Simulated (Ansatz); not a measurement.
## Al$_{3}$Ga (Pm-3m): electronic heat capacity and spin susceptibility from the density of states

The calculation used DFT r2SCAN, scalar-relativistic, plane waves, PAW in Ansatz 0.2.0.

Plane waves to 500 eV, a k mesh through Γ of 10×10×10 on the computed 4-atom cell and Gaussian smearing (0.10 eV); no spin polarisation.

Relaxed cell: Pm-3m, a = 4.009 Å, b = 4.009 Å, c = 4.009 Å, α = 90.00°, β = 90.00°, γ = 90.00°, 4 atoms in the primitive cell. Whether it is the stable form of this composition wasn't checked.

The density of states at the Fermi level is 1.558 states/eV in the cell of 4 atoms (1 formula unit; both spins, tetrahedra on a 15×15×15 mesh).

What Sommerfeld coefficient and Pauli susceptibility does this give?

Per formula unit N(E_F) = 1.558 states/eV. γ = (π²/3) k_B² N(E_F) N_A = 2.357 mJ/(mol K²) per state/eV, so γ = 3.7 mJ/(mol K²), a mole of formula units. χ_P = μ_B² N(E_F) N_A = 3.23×10⁻⁵ emu/mol per state/eV gives 5.0×10⁻⁵ emu/mol. This is the bare band result: a measured γ of the same phase is as a rule larger by a factor 1 + λ from phonons and spin fluctuations, the spin part of χ is larger by the Stoner factor, and a measured χ also holds orbital and core terms. N(E_F) at one energy is sensitive to the mesh where the density of states has sharp peaks.